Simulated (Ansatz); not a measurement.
Bi:
```yaml
crystal:
  lattice:
    - [5.67163, -3.32978, 0.00000]
    - [5.67163, 3.32978, 0.00000]
    - [0.00000, 0.00000, 6.53485]
  atoms:
    - { symbol: Bi, position: [0.70652, 0.70652, 0.50000] }
    - { symbol: Bi, position: [0.29348, 0.29348, 0.50000] }
    - { symbol: Bi, position: [0.79348, 0.79348, 0.00000] }
    - { symbol: Bi, position: [0.20652, 0.20652, 0.00000] }
    - { symbol: Bi, position: [0.68249, 0.31751, 0.83482] }
    - { symbol: Bi, position: [0.31751, 0.68249, 0.16518] }
    - { symbol: Bi, position: [0.81751, 0.18249, 0.33482] }
    - { symbol: Bi, position: [0.18249, 0.81751, 0.66518] }
```

Relaxed with PBEsol. Special points in fractions of this cell's reciprocal vectors: Γ (0.000, 0.000, 0.000); Y (0.500, 0.500, 0.000); F0 (0.336, 0.664, 0.000); Δ0 (-0.336, 0.336, 0.000); Z (0.000, 0.000, 0.500); B0 (-0.336, 0.336, 0.500); G0 (0.336, 0.664, 0.500); T (0.500, 0.500, 0.500); S (0.000, 0.500, 0.000); R (0.000, 0.500, 0.500).

### Question
List the band energies nearest the Fermi level at these points for PBEsol with spin–orbit coupling in the plane-wave PAW code Ansatz.

### Answer
In eV from the Fermi level; about four levels below and three above (degenerate sets whole), none deeper than 8.9 eV; points with the same levels are listed once.

```json
[
 {"k": "Γ", "below": "-1.65 -1.65 -0.84 -0.84", "above": "0.78 0.78 1.55 1.55"},
 {"k": "Y", "below": "-0.71 -0.71 -0.11 -0.11", "above": "0.02 0.02 0.66 0.66"},
 {"k": "F0", "below": "-0.54 -0.54 -0.42 -0.42", "above": "0.39 0.39 0.91 0.91"},
 {"k": "Z", "below": "-0.07 -0.07 -0.07 -0.07", "above": "0.49 0.49 0.49 0.49"},
 {"k": "B0", "below": "-0.60 -0.60 -0.60 -0.60", "above": "0.14 0.14 0.14 0.14"},
 {"k": "T", "below": "-0.19 -0.19 -0.19 -0.19", "above": "0.79 0.79 0.79 0.79"},
 {"k": "S", "below": "-0.35 -0.35 -0.35 -0.35", "above": "0.54 0.54 0.54 0.54"},
 {"k": "R", "below": "-0.42 -0.42 -0.26 -0.26", "above": "0.81 0.81 1.21 1.21"}
]
```

Space group Cmce. The first step of the workflow began from a Materials Project structure, measured or hypothetical; the Crystallography Open Database copy checked does not list it. It is not the phase usual at ambient conditions (space group No. 166). The cell keeps a stress of up to 0.3 GPa. The PBEsol relaxation kept the symmetry of its start; its stability against distortions is not shown here.

Potentials: the later of the program's two PAW sets.
